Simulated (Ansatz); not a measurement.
Consider the following.

MoS₂ (2H-MoS2 type, space group P6_3/mmc)

```yaml
crystal:
  lattice:
    - [3.14937, 0.00000, 0.00000]
    - [-1.57469, 2.72744, 0.00000]
    - [0.00000, 0.00000, 12.09029]
  atoms:
    - { symbol: Mo, position: [0.33333, 0.66667, 0.25000] }
    - { symbol: Mo, position: [0.66667, 0.33333, 0.75000] }
    - { symbol: S, position: [0.33333, 0.66667, 0.62049] }
    - { symbol: S, position: [0.66667, 0.33333, 0.12049] }
    - { symbol: S, position: [0.66667, 0.33333, 0.37951] }
    - { symbol: S, position: [0.33333, 0.66667, 0.87951] }
```

In each cell atom 6 (S, nearest neighbour Mo at 2.400 Å; its periodic images, 3.1 Å or more away, move with it) moves by s·(0.000, 0.000, 1.000) (along Cartesian z), the rest being held.

Computed with PBE-D3(BJ) (plane waves to 420 eV, PAW, scalar-relativistic; Ansatz, a program for electronic structure). k mesh 10×10×3 (Γ-centred), Fermi-Dirac smearing 0.05 eV. The energy includes the smearing's −TS. As the smearing reaches across the gap at some points, energies and forces of such displacements shift with the k mesh and the smearing. MoS2 is run without spin polarisation. MoS2 was relaxed with its symmetry unable to fall. ΔE is measured from the undisplaced structure.

The scan covers s from -0.720 to 0.720 Å in 11 points.

Task: Is this a single well or a double well?

Result: A single well with its minimum at or next to zero displacement.

Task: Is the energy the same for displacements of ±0.720 Å, and if not, which side lies higher?

Result: Not even: the negative side lies higher at ±0.720 Å. With its periodic images moving along, the atom's site symmetry in this cell is 3m..

Task: What is the energy change at s = 0.720 Å?

Result: 2468 meV/cell.

Task: What is the force constant k = d²E/ds² of this move at s = 0?

Result: 17.6 eV/Å².

(For displaced atoms, the force is minus the slope of the energy, and its curvature is a force constant, which sets phonon frequencies.)
